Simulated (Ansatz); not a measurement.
Ansatz input

```yaml
crystal:
  lattice:
    - [2.2883436323, 0.0, 0.0]
    - [0.0, 2.2883436323, 0.0]
    - [0.0, 0.0, 2.2883436323]
  atoms:
    - { symbol: Ni, position: [0.0, 0.0, 0.0], spin: 0.529 }
hamiltonian:
  xc: pbesol
  pseudopotentials:
    kind: paw
    azcp:
      Ni: "pseudopotentials/Ni.paw.azcp"
basis:
  ecutwfc: 420
  fft_grid_basis: typed
kpoints:
  mp_grid: { grid: [15, 15, 15], shift: [0, 0, 0] }
magnetization:
  spin_polarized: true
scf:
  occupations: { method: fermi_dirac, width: 0.05 }
  lower_state_search: "off"
output:
  stress: true
```

Terminal output

```
Warning: the record states the generating functional pbe (its physics header spells it `PBE`), which answers neither for hamiltonian.xc's functional nor for the pbesol family's — results may be inconsistent (PPs are generated against a specific XC)
Engine: ansatz 0.2.0, aarch64-unknown-linux-gnu
Pseudopotentials: kind: paw
Pseudopotential: Ni, paw, valence charge 18, recommended cutoff 420 eV (normal) 
Functional definition: PBEsol
  exchange = pbesol_x
  correlation = pbesol_c
Crystal: 1 atoms, lattice volume = 11.983 Å³
Basis set: ecut = 420 eV, 251 PW (Γ)
Bands: 14, of which v1, the nominal top of the filled ones, is band 9 counted from 1 (8 counted from 0)
Symmetry: 48 space group operations
Space group: Pm-3m (ITA 221), of the structure as read, at distance tolerance 2.3e-5 Å
Magnetic group: BNS 221.92 (UNI 1594), of the structure as read, at distance tolerance 2.3e-5 Å
k-points: 120 of 3375
Non-local potential: Ni, projectors of the file, l = 0: 3, l = 1: 2, l = 2: 3, l = 3: 1
PAW form: soft (Blöchl's): semilocal exchange-correlation on the pseudo side does not see the compensation charge
PAW frozen core: Ni, regenerated for the run's functional, and the local potential with it (the file was generated under x = pbe(κ = 0.804, μ = 0.2195149727645171), c = pbe(β = 0.06672455060314922))
PAW one-centre angular grid: Ni, 590 points (default); XC on 64 Gauss nodes
Initial density: superposition of atomic densities (chi_scale 0.1, normalization cell)
Starting moments: Σ|m| = 0.529 μB on 1 of 1 site
Initial wavefunctions: pseudopotential atomic-orbital guess
Functional: x = pbesol(κ = 0.804, μ = 0.12345679012345678), c = pbesol(β = 0.046)
iter 1 solved again at ethr=1.60e-3 eV; its pass at ethr=3.10e-3 eV (dr2=2.88e-1 eV) is discarded
SCF iter   1: F=—  HF=-5804.234131 eV  |F-HF|=—  |Δ(HF+E_count)|=         —  Δρ=3.35e-2 (↑3.35e-2 ↓3.08e-2)  dr2=2.85e-1  dr2_m=2.44e-3  M=0.454 μB ∫|m|=0.458 μB  β_m=0.30  ethr=1.60e-3  ⟨swp⟩=1.0  Hψ=22753  notcnv=0
SCF iter   2: F=—  HF=-5804.216015 eV  |F-HF|=—  |Δ(HF+E_count)|=   1.81e-2  Δρ=1.55e-2 (↑1.55e-2 ↓1.05e-2)  dr2=4.90e-2  dr2_m=1.86e-3  M=0.457 μB ∫|m|=0.465 μB  β_m=0.30  ethr=1.59e-3  ⟨swp⟩=2.2  Hψ=4591  notcnv=0
SCF iter   3: F=—  HF=-5804.210638 eV  |F-HF|=—  |Δ(HF+E_count)|=   5.38e-3  Δρ=9.57e-3 (↑9.57e-3 ↓4.99e-3)  dr2=1.66e-2  dr2_m=1.38e-3  M=0.459 μB ∫|m|=0.471 μB  β_m=0.30  ethr=2.72e-4  ⟨swp⟩=2.0  Hψ=5201  notcnv=0
SCF iter   4: F=—  HF=-5804.202919 eV  |F-HF|=—  |Δ(HF+E_count)|=   7.72e-3  Δρ=6.49e-3 (↑1.32e-3 ↓6.49e-3)  dr2=1.23e-3  dr2_m=1.49e-3  M=0.466 μB ∫|m|=0.481 μB  β_m=1.00  ethr=9.20e-5  ⟨swp⟩=2.0  Hψ=4561  notcnv=0
SCF iter   5: F=—  HF=-5804.204869 eV  |F-HF|=—  |Δ(HF+E_count)|=   1.95e-3  Δρ=2.25e-3 (↑8.36e-4 ↓2.25e-3)  dr2=3.53e-4  dr2_m=6.91e-5  M=0.463 μB ∫|m|=0.486 μB  β_m=1.00  ethr=6.84e-6  ⟨swp⟩=2.0  Hψ=5528  notcnv=0
SCF iter   6: F=—  HF=-5804.206074 eV  |F-HF|=—  |Δ(HF+E_count)|=   1.21e-3  Δρ=8.51e-4 (↑2.44e-4 ↓8.51e-4)  dr2=8.18e-5  dr2_m=1.18e-5  M=0.463 μB ∫|m|=0.488 μB  β_m=0.30  ethr=1.96e-6  ⟨swp⟩=2.0  Hψ=4897  notcnv=0
Mixer restart at iter 6: flushing history
spin-set hold released at iteration 6 (site moments contracting): the magnetisation degrees of freedom join the quasi-Newton model from the next iteration; the mixer history was flushed
SCF iter   7: F=—  HF=-5804.206430 eV  |F-HF|=—  |Δ(HF+E_count)|=   3.56e-4  Δρ=6.58e-4 (↑3.50e-4 ↓6.58e-4)  dr2=9.55e-6  dr2_m=2.58e-5  M=0.464 μB ∫|m|=0.490 μB  β_m=0.65  ethr=4.54e-7  ⟨swp⟩=1.4  Hψ=3550  notcnv=0
SCF iter   8: F=—  HF=-5804.206966 eV  |F-HF|=—  |Δ(HF+E_count)|=   5.36e-4  Δρ=2.29e-3 (↑8.33e-4 ↓2.29e-3)  dr2=6.25e-4  dr2_m=6.33e-5  M=0.469 μB ∫|m|=0.497 μB  β_m=0.52  ethr=5.30e-8  ⟨swp⟩=2.4  Hψ=5890  notcnv=0
SCF iter   9: F=—  HF=-5804.206848 eV  |F-HF|=—  |Δ(HF+E_count)|=   1.18e-4  Δρ=9.32e-4 (↑9.32e-4 ↓3.72e-4)  dr2=2.71e-5  dr2_m=4.32e-5  M=0.470 μB ∫|m|=0.498 μB  β_m=0.76  ethr=5.30e-8  ⟨swp⟩=2.5  Hψ=5949  notcnv=0
SCF iter  10: F=—  HF=-5804.206856 eV  |F-HF|=—  |Δ(HF+E_count)|=   8.21e-6  Δρ=2.59e-4 (↑2.59e-4 ↓1.85e-4)  dr2=3.46e-7  dr2_m=5.39e-6  M=0.474 μB ∫|m|=0.502 μB  β_m=0.88  ethr=5.30e-8  ⟨swp⟩=1.5  Hψ=4500  notcnv=0
SCF iter  11: F=—  HF=-5804.206858 eV  |F-HF|=—  |Δ(HF+E_count)|=   2.15e-6  Δρ=6.94e-5 (↑6.83e-5 ↓6.94e-5)  dr2=7.79e-10  dr2_m=5.19e-7  M=0.476 μB ∫|m|=0.505 μB  β_m=0.94  ethr=5.56e-10  ⟨swp⟩=4.3  Hψ=11126  notcnv=0
SCF iter  12: F=-5804.206858 eV  HF=-5804.206858 eV  |F-HF|=8.15e-10  |Δ(HF+E_count)|=   3.56e-7  Δρ=4.95e-6 (↑4.95e-6 ↓3.25e-6)  dr2=9.88e-10  dr2_m=1.43e-9  M=0.477 μB ∫|m|=0.506 μB  ethr=4.33e-12  ⟨swp⟩=4.0  Hψ=10754  notcnv=0
SCF 1 converged in 12 iterations: F = -5804.206858 eV  dr2 = 9.88e-10
SCF converged after 12 iterations
Magnetization: 0.4769 μB (9.2384 up, 8.7616 down)
Absolute magnetization: 0.5061 μB (∫|ρ↑−ρ↓|, with the PAW one-centre terms)
Spin contamination: 0.0021 ħ² per cell (⟨S²⟩ above its minimum at these occupations)
Per-site moments (μB) at R_I (Å): [(0.48892295526171464, 0.94394174832375)]
Free energy (F): -5804.206858 eV
Harris-Foulkes:  -5804.206858 eV  (|F-HF|=8.15e-10)
Internal energy: -5804.191075 eV  (E = F + TS)
E sigma→0 (E₀):  -5804.198967 eV
Entropy (-TS):   -0.015783 eV (-15.783 meV/atom)
Fermi energy:    15.878479 eV
--- Per-component energies (eV) ---
  E_band       = -320.808404
  E_kinetic    = 283.369051
  E_local      = -3700.150240  (includes V_loc(G=0)·N_el)
  E_nonlocal   = 639.462055
  E_hartree    = 1546.216724
  E_xc         = -83.776365
  E_vxc        = -108.403620  (∫ρ·V_xc dr)
  E_paw        = -1597.162747  (= ΣΔE_a)
  E_vpaw       = -527.517170  (= ΣTr[D̂ρ^β])
  E_aug_tail   = 0.000492  (compensation charges beyond the density's cutoff)
  E_ewald      = -2892.347335
  E_core_change = 0.197289  (= ΣΔE_core)
  E_smearing   = -0.015783  (= −TS)
  E_closure    = 0.000000  (closes the sum)
  Σ components = -5804.206858   (vs F -5804.206858, Δ=0.00e0)
--- Stress (GPa, compression-positive) ---
        0.029794       0.000000       0.000000
        0.000000       0.029794       0.000000
        0.000000       0.000000       0.029794
  P = ⅓ Tr σ = 0.0298 GPa (0.298 kbar)
```
